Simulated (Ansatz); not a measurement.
Al2Au, first-principles data

Al$_{2}$Au:
```
CELL_PARAMETERS angstrom
      0.00000     3.00102     3.00102
      3.00102     0.00000     3.00102
      3.00102     3.00102     0.00000
ATOMIC_POSITIONS crystal
  Al 0.25000 0.25000 0.25000
  Al 0.75000 0.75000 0.75000
  Au 0.00000 0.00000 0.00000
```

Space group Fm-3m (No. 225), fluorite or antifluorite type; conventional cell a = b = c = 6.002 Å, α = β = γ = 90.00°.

Method: plane-wave PAW PBEsol (Ansatz code). Structure relaxed to zero pressure with the same functional. Other levels are named where they apply.

### Cell and energy

```json
{
 "volume_per_atom": "18.02 Å³",
 "density": "7.71 g/cm³",
 "Formation energy from the elements (no fitted shifts)": "-0.45 eV/atom"
}
```

### Electronic structure

```json
{
  "electronic_character": "metallic (no gap)",
  "Density of states at the Fermi level": "0.31 states/eV per atom (mean over ±0.08 eV)",
  "Gap with spin–orbit coupling": "none (metallic)"
}
```

### Mechanics

```json
{
  "Bulk modulus (Birch–Murnaghan fit)": "115 GPa",
  "Pressure derivative B′": "4.7",
  "Elastic constants (relaxed ions, GPa)": "C11 = 153, C12 = 96.1, C44 = 52.1",
  "mechanical_stability": "stable (all eigenvalues of C positive)",
  "hill_bulk_and_shear_moduli": "115 and 41.0 GPa",
  "Young's modulus": "110 GPa",
  "Poisson's ratio": "0.34",
  "debye_temperature_from_the_elastic_constants": "294 K"
}
```

### Phonons

```json
{
 "highest_zone_centre_frequency": "263 cm⁻¹",
 "zone_centre_stability": "no imaginary mode at Γ"
}
```

The cell was relaxed with PBEsol under the symmetry of its start. As this level gives no gap, shear constants depend on the k-mesh and smearing (Fermi–Dirac, 0.1 eV here). As this level gives no gap, phonon frequencies hold no LO–TO term and depend on the k-mesh and smearing (Fermi–Dirac, 0.1 eV here). The references are the lowest solids computed at this level, not always the standard phases. Scalar-relativistic: spin–orbit coupling is off unless named, which matters more the heavier the elements.

Potentials: the earlier of the program's two PAW sets. The files were generated under PBE; for other functionals the program regenerates the frozen cores, and for LDA and PBEsol the local potential too.
